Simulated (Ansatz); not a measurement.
input.yaml for BiTe (Ansatz 0.2.0)

```yaml
crystal:
  lattice:
    - [2.4227077728, 1.3987509848, 3.3172919545]
    - [-2.4227077728, 1.3987509848, 3.3172919545]
    - [0.0, -2.7975019696, 3.3172919545]
  atoms:
    - { symbol: Bi, position: [0.5, 0.5, 0.5] }
    - { symbol: Te, position: [0.0, 0.0, 0.0] }
basis:
  ecutwfc: 420
  ecutrho_ratio: 3
kpoints:
  mp_grid: { grid: [6, 6, 6] }
hamiltonian:
  xc: pbe
scf:
  occupations: { method: gaussian, width: 0.1 }
output:
  forces: true
  stress: true
  eigenvalues: true
```

Command:

```bash
ansatz run input.yaml --threads 1 --pin off --max-ram 1331MiB --backend cpu --events-out ev --progress --plain --runs-dir out
```

Output, shortened (HF is the Harris–Foulkes energy, dr2 the density residual in eV):

```text
Warning: basis.ecutrho_ratio = 3 (ecutrho = 1260 eV) is below the records' recommended 1680 eV
Pseudopotential: Bi, paw, valence charge 15, recommended cutoff 420 eV (normal)
Pseudopotential: Te, paw, valence charge 16, recommended cutoff 420 eV (normal)
Crystal: 2 atoms, lattice volume = 67.449 Å³
Basis set: ecut = 420 eV, 1307 PW (Γ), exchange–correlation on 60×60×60 points (8 copies of the dense FFT grid, shifted against one another)
Bands: 20, of which v1, the nominal top of the filled ones, is band 16 counted from 1 (15 counted from 0)
Symmetry: 12 space group operations
Space group: R-3m (ITA 166), of the structure as read, at distance tolerance 4.1e-5 Å
k-points: 32 of 216
Initial density: superposition of atomic densities, corrected by the library's trained network
SCF iter   1: HF=-19376.665004 eV  Δρ=7.69e-4  dr2=6.71e-4
SCF iter   2: HF=-19376.663107 eV  Δρ=5.19e-4  dr2=2.53e-4
SCF iter   3: HF=-19376.663103 eV  Δρ=1.97e-4  dr2=4.07e-5
SCF iter   4: HF=-19376.663128 eV  Δρ=1.01e-4  dr2=4.81e-6
SCF iter   5: HF=-19376.663127 eV  Δρ=2.19e-5  dr2=2.79e-7
SCF iter   6: F=-19376.663127 eV  HF=-19376.663127 eV  Δρ=7.86e-6  dr2=3.70e-8
SCF 1 converged in 6 iterations: F = -19376.663127 eV  dr2 = 3.70e-8
SCF converged after 6 iterations
Free energy (F): -19376.663127 eV
E sigma→0 (E₀):  -19376.660177 eV
Entropy (-TS):   -0.005901 eV (-2.950 meV/atom)
Fermi energy:    9.825392 eV
--- Forces (eV/Å), atoms counted from 1 ---
  atom   1  Bi     0.00000000    -0.00000000    -0.00000000
  atom   2  Te     0.00000000     0.00000000     0.00000000
--- Stress (GPa, compression-positive) ---
        0.010577      -0.000000      -0.000000
        0.000000       0.010577      -0.000000
       -0.000000       0.000000      -0.231769
  P = ⅓ Tr σ = -0.0702 GPa (-0.702 kbar)
```

The inputs are trials, many of them unsound on purpose. Their numbers show the effect of the settings and aren't properties of the material.